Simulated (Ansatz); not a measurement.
Ca (fcc, Cu type)

```
CELL_PARAMETERS angstrom
      0.00000     2.78425     2.78425
      2.78425     0.00000     2.78425
      2.78425     2.78425     0.00000
ATOMIC_POSITIONS crystal
  Ca 0.00000 0.00000 0.00000
```

The slice is a {111} plane (indices of the conventional cell) through the point (0.000, 0.000, 0.000) (fractional), spanned by u = [100] and v = [-1 2 0] in vectors of this cell: u (3.94 Å) and v (6.82 Å, at 90° to u). It covers one period; positions are fractions (u, v).

Method: r2SCAN (plane waves to 500 eV, PAW, scalar-relativistic; Ansatz, a first-principles code). k mesh 14×14×14. These are valence fields of a PAW run, semicore shells included where kept as valence: close to a nucleus they are smooth pseudo fields. Ca was relaxed with its symmetry unable to fall.

Question: Predict the map of the electrostatic potential energy of an electron, from the cell's mean on the slice.

Answer: 
```
|xxxxxx  ==%%@@%%==  xxxx|
|xxxxxx..**%%@@%%**..xxxx|
|    ::++%%@@@@@@%%++::  |
|==++**%%@@@@@@@@@@%%**++|
|%%%%%%%%%%%%%%%%%%%%%%%%|
|@@@@@@%%**++==++**%%@@@@|
|@@@@%%++::      ::++%%@@|
|@@%%**..xxxxxxxxxx..**%%|
|@@%%==  xxxxxxxxxx  ==%%|
|%%##==xxxxxxxxxxxxxx==##|
|@@%%==  xxxxxxxxxx  ==%%|
|@@%%**..xxxxxxxxxx..**%%|
|@@@@%%++::      ::++%%@@|
|@@@@@@%%**++==++**%%@@@@|
|%%%%%%%%%%%%%%%%%%%%%%%%|
|==++**%%@@@@@@@@@@%%**++|
|    ::++%%@@@@@@%%++::  |
|xxxxxx..**%%@@%%**..xxxx|
|xxxxxx  ==%%@@%%==  xxxx|
|xxxxxxxx==##%%##==xxxxxx|
```
Scale: ten equal steps from -4.00 (start of ' ') to 5.00 (end of '@'), in the order ' .:-=+*#%@'. Values: electrostatic potential energy of an electron, from the cell's mean, in eV. The map has 12 points along u (two characters each, u = 0 at the left) and 20 along v (v = 0 in the bottom row). Points within 1 Å of a nucleus are blanked (x), as the pseudised field means little there. Values under -4 eV are set to -4. The zero, the cell's mean, hangs on the PAW cores.
